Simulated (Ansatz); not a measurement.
In2O3:
```yaml
crystal:
  lattice:
    - [3.41782, 0.00000, 0.00000]
    - [-1.70891, 2.95992, 0.00000]
    - [0.00000, 0.00000, 6.05424]
  atoms:
    - { symbol: In, position: [0.66667, 0.33333, 0.76230] }
    - { symbol: In, position: [0.33333, 0.66667, 0.23770] }
    - { symbol: O, position: [0.66667, 0.33333, 0.34633] }
    - { symbol: O, position: [0.33333, 0.66667, 0.65367] }
    - { symbol: O, position: [0.00000, 0.00000, 0.00000] }
```

Plane-wave PAW r²SCAN+D4 (Ansatz code) gives a gap of 1.34 eV without spin–orbit coupling, maximum off the standard path, at k = (0.000, 0.250, -0.214), minimum at Γ.

What happens when spin–orbit coupling is switched on?

The gap stays essentially unchanged, to 1.34 eV; maximum off the standard path, at k = (0.000, 0.250, -0.214), minimum at Γ.

Give the electron effective mass with spin–orbit coupling.

0.15, 0.18, 0.18 mₑ (principal values).

Give the hole effective mass with spin–orbit coupling.

0.61, 3.1, 4.9 mₑ (principal values).

Space group P-3m1 (La2O3 or Ni2Al3 type). The start of the workflow was typed in or built on a structure type; neither database checked (COD, Materials Project) lists it. It is not the phase usual at ambient conditions (space group No. 206). The cell was relaxed with r²SCAN+D4 under the symmetry of its start. At this level the phase is mechanically unstable. The volume moved by -25 % from the start of the relaxation.

Potentials: the earlier of the program's two PAW sets.
